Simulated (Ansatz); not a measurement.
SiC:
```
SiC
1.0
    3.07531     0.00000     0.00000
   -1.53765     2.66329     0.00000
    0.00000     0.00000     5.04816
Si C
2 2
Cartesian
  1.53765   0.88776   0.00253
  0.00000   1.77553   2.52661
  1.53765   0.88776   3.15358
  0.00000   1.77553   0.62950
```

Relaxed with r²SCAN. Independent-particle spectrum: no excitons, no local fields, no scissors shift; 0.1 eV broadening; ε₁ of the summed bands alone.

### Question
Tabulate the dielectric function from r²SCAN in the plane-wave PAW code Ansatz.

### Answer


```csv
E (eV),ε₁ xx,ε₂ xx,ε₁ zz,ε₂ zz
0.0,6.44,0.00,6.76,0.00
0.3,6.45,0.00,6.77,0.00
0.6,6.47,0.00,6.80,0.00
0.9,6.51,0.00,6.85,0.00
1.2,6.57,0.00,6.91,0.00
1.5,6.65,0.00,7.00,0.00
1.8,6.74,0.00,7.11,0.00
2.1,6.86,0.00,7.24,0.00
2.4,7.00,0.00,7.41,0.00
2.7,7.17,0.00,7.61,0.00
3.0,7.38,0.00,7.86,0.00
3.3,7.62,0.00,8.16,0.00
3.6,7.93,0.00,8.53,0.00
3.9,8.30,0.00,8.99,0.00
4.2,8.76,0.00,9.58,0.00
4.5,9.37,0.00,10.38,0.00
4.8,10.21,0.01,11.54,0.00
5.1,11.55,0.16,13.57,0.01
5.4,13.28,1.45,18.57,3.39
5.7,14.14,2.70,15.54,7.68
6.0,15.48,3.96,15.74,9.53
6.3,19.93,8.31,14.52,13.50
6.6,16.39,12.71,10.97,15.91
6.9,11.34,19.08,6.63,16.89
7.2,7.05,19.46,4.46,15.56
7.5,1.02,18.83,0.65,12.78
7.8,-1.20,10.10,2.32,8.92
8.1,3.04,11.65,6.64,15.22
8.4,2.00,12.26,-0.14,15.57
8.7,0.25,13.02,-1.67,12.77
9.0,-2.51,11.94,-3.11,13.16
9.3,-2.54,10.62,-4.84,10.71
9.6,-3.58,9.74,-5.27,8.80
9.9,-4.27,8.83,-5.44,6.90
10.2,-4.68,7.49,-4.42,5.79
10.5,-4.46,6.11,-3.93,5.27
10.8,-4.32,5.48,-3.77,4.93
11.1,-4.11,4.58,-3.73,4.49
11.4,-3.69,4.07,-3.31,3.94
11.7,-3.37,3.70,-3.34,3.91
12.0,-3.11,3.54,-3.42,3.44
```

With all bands, ε∞ without local fields is 6.50 (xx = yy), 6.82 (zz). DFPT, with local fields, gives 6.48 (xx = yy), 6.81 (zz).

Space group P6_3mc (wurtzite). The cell was relaxed with r²SCAN under the symmetry of its start; phonons on a q-mesh show no instability.

Potentials: the later of the program's two PAW sets.
